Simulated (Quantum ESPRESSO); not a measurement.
# One change at a time to Cu2In2Mo2SnTi

All numbers below are calculated, not measured. They come from Quantum ESPRESSO 7.5, a public plane-wave density functional program. Each row is one single-point run on a made-up periodic cell of eight metal atoms, with elements, volume, strain and displacements drawn at random and not relaxed, so a cell may be unstable or far from any real phase. There is no spin polarisation or spin-orbit coupling.

Settings: PBE unless stated; PseudoDojo standard norm-conserving files; Fermi-Dirac width 0.25 eV, which means electrons at about 2900 K; cutoff 1252 eV; 8 x 4 x 3 k mesh shifted half a step off Gamma. E is the free energy of the whole cell (internal energy minus TS), so a -TS column is already part of it. Stress is positive in tension, and the pressure P is minus a third of its trace.

Checks: one run of this series was repeated at a higher cutoff and on a denser mesh, which moved values by no more than 0.003 eV, 0.03 GPa and 0.005 eV/Å, and a second program with other atomic files agreed on it to 2 % rms in force and 0.5 GPa in pressure. Known limits: the copper pseudopotential is less sure than most, with forces differing by about three percent and pressure by about two GPa from a second method on plain copper; the tin pseudopotential is less sure than most, with forces differing by about three percent from a second method on plain tin; a spin test at this wide smearing found no moment, but such smearing suppresses magnetism that the real alloy may have.

The lattice is face-centred cubic, and the cell vectors in Å are (0.028, 2.144, 2.127); (0.002, 4.213, -4.180); (-8.312, -2.164, 2.036), a volume of 148.94 Å³ in run 1. The elements on sites 1 to 8 are Ti In Mo Mo Cu In Sn Cu. Each later run makes one change to run 1 and keeps the rest. E is counted from run 1, and is n/a where other atomic files have another zero of energy.

| run | change | V (Å³) | P (GPa) | -TS (eV) | rms force (eV/Å) | largest change of a force component (eV/Å) | E (eV) |
|---|---|---|---|---|---|---|---|
| 1 | none | 148.94 | -4.79 | -1.424 | 0.775 | 0.000 | 0.000 |
| 2 | sites 1 and 6 exchanged | 148.94 | -4.42 | -1.431 | 0.653 | 1.419 | -0.020 |
| 3 | all lengths scaled by +0.94 % | 153.18 | -7.22 | -1.480 | 0.715 | 0.143 | 0.159 |
| 4 | LDA in place of PBE | 148.94 | -13.11 | -1.440 | 0.706 | 0.191 | n/a |
| 5 | Li on site 5 | 148.94 | -2.22 | -1.439 | 0.757 | 0.529 | n/a |
| 6 | site 2 moved by +0.11 Å along z | 148.94 | -4.99 | -1.420 | 0.727 | 0.404 | ? |

## Worked estimate

Along the move dE = -F dx. The force on site 2 along z is 1.086 eV/Å in run 1 and 0.682 eV/Å in run 6, and the move is +0.11 Å, so the mean force times the move gives an estimate.

## Withheld value

Question: what E should run 6 give?

The estimate is -0.097 eV. The calculation gave -0.097 eV.
